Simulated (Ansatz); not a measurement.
I:
```xyz
4
Lattice="3.8719 -2.3176 0.0000 3.8719 2.3176 0.0000 0.0000 0.0000 9.8535" Properties=species:S:1:pos:R:3 pbc="T T T"
I      3.8719    -1.5962     1.1828
I      3.8719     1.5962     8.6707
I      3.8719     0.7214     3.7439
I      3.8719    -0.7214     6.1096
```

Relaxed with r²SCAN. Special points in fractions of this cell's reciprocal vectors: Γ (0.000, 0.000, 0.000); Y (0.500, 0.500, 0.000); F0 (0.340, 0.660, 0.000); Δ0 (-0.340, 0.340, 0.000); Z (0.000, 0.000, 0.500); B0 (-0.340, 0.340, 0.500); G0 (0.340, 0.660, 0.500); T (0.500, 0.500, 0.500); S (0.000, 0.500, 0.000); R (0.000, 0.500, 0.500).

Q: List the band energies nearest the valence-band maximum at these points for plane-wave PAW r²SCAN (Ansatz code).

A: In eV from the valence-band maximum; about four levels below and three above (degenerate sets whole), none deeper than 8.9 eV; points with the same levels are listed once.

| k | below | above |
|---|---|---|
| Γ | -1.20 -0.59 -0.39 0.00 | 1.33 2.20 5.63 |
| Y | -1.74 -1.40 -0.74 -0.34 | 1.24 1.97 5.54 |
| F0 | -1.54 -1.07 -0.86 -0.36 | 1.88 2.06 7.01 |
| Z | -0.96 -0.96 -0.17 -0.17 | 1.62 1.62 6.03 6.03 |
| B0 | -0.84 -0.84 -0.49 -0.49 | 1.78 1.78 7.29 7.29 |
| T | -1.16 -1.16 -1.01 -1.01 | 1.47 1.47 6.50 6.50 |
| S | -1.43 -1.43 -0.66 -0.66 | 2.33 2.33 5.85 5.85 |
| R | -0.83 -0.83 -0.04 -0.04 | 1.62 1.62 6.23 6.23 |

Space group Cmce (molecular I2 type). The cell was relaxed with r²SCAN under the symmetry of its start. A crystal of weakly bound units computed without a dispersion correction: the cell and the soft elastic constants depend strongly on that. Scalar-relativistic: spin–orbit coupling is off unless named, which matters more the heavier the elements.

Potentials: the later of the program's two PAW sets.
